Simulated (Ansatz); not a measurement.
WS₂ in space group R3m (No. 160; W on 3a, S on 3a, S on 3a), LDA (plane waves, PAW; program Ansatz). The conduction-band minimum lies on the Γ–S0 line, 53 % of the way from Γ, with 6 equivalent valleys. Second derivatives d²E/dk² of the lowest band at one valley (eV·Å²), along Cartesian directions:

```
direction  d²E/dk²
---------  -------
[100]        13.60
[010]        13.68
[001]        18.45
[110]        13.56
[101]        15.29
[011]        15.65
```

Task: Find the principal effective masses, the density-of-states mass and the conductivity mass.

Result: Off-diagonal terms follow from H_xy = H[110] − (H_xx + H_yy)/2, and m*/mₑ = 7.620 eV·Å² over each eigenvalue: 0.41, 0.56, 0.57. One valley's DOS mass (m₁m₂m₃)^(1/3) = 0.51, conductivity mass 3/(Σ 1/mᵢ) = 0.50 mₑ.

Task: What effective density of states Nc follows at 300 K for parabolic valleys?

Result: Nc = 2.509e19 × 6 × (0.51)^(3/2) ≈ 5.5e19 cm⁻³.

The workflow started from a Materials Project entry (that database holds measured and hypothetical structures alike); the Crystallography Open Database files this formula in space group No. 160, but the cells were not matched. It is not the phase usual at ambient conditions (space group No. 194). Symmetry was held in the LDA relaxation; of distortions, only those at the zone centre were tested. No spin polarisation was allowed. A crystal of weakly bound layers computed without a dispersion correction: the cell and the soft elastic constants depend strongly on that. Spin–orbit coupling is left out wherever it is not named.

Potentials: the later of the program's two PAW sets.

Edges and masses are those of Kohn–Sham bands, whose gap is no quasiparticle gap.
